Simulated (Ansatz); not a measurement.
The cell below belongs to a search over invented structures; it isn't taken from experiment.

Input and command of a plane-wave DFT calculation in Ansatz:

```yaml
crystal:
  lattice:
    - [4.3911592935, 0.0, 0.0]
    - [0.0, 4.3911592935, 0.0]
    - [0.0, 0.0, 9.3618273091]
  atoms:
    - { symbol: Sc, position: [0.0, 0.5, 0.7613501111], spin: 0.21 }
    - { symbol: Sc, position: [0.0, 0.0, 0.5] }
    - { symbol: Sc, position: [0.5, 0.5, 0.0], spin: 0.48 }
    - { symbol: Sc, position: [0.5, 0.5, 0.5] }
    - { symbol: Sc, position: [0.5, 0.0, 0.7613501111], spin: 0.21 }
    - { symbol: Sc, position: [0.0, 0.5, 0.2386498889], spin: 0.21 }
    - { symbol: Sc, position: [0.5, 0.0, 0.2386498889], spin: 0.21 }
    - { symbol: As, position: [0.0, 0.0, 0.0] }
basis:
  ecutwfc: 500
kpoints:
  mp_grid: { grid: [8, 8, 4] }
hamiltonian:
  xc: r2scan
scf:
  occupations: { method: gaussian, width: 0.1 }
output:
  forces: true
  stress: true
  eigenvalues: true
  populations: true
magnetization:
  spin_polarized: true
```

```bash
ansatz run input.yaml --threads 1 --pin off --max-ram 2560MiB --backend cpu --events-out ev --progress --plain --runs-dir out
```

Processor: Intel(R) Xeon(R) Processor @ 2.70GHz, 1 thread, on a host shared with other jobs.

Question: Estimate time, memory and problem size.

Answer: About 4.8 min, peak memory 1.4 GiB. It solves 56 bands at 45 k points (after reduction by symmetry) with about 4583 plane waves, in 27 SCF iterations.
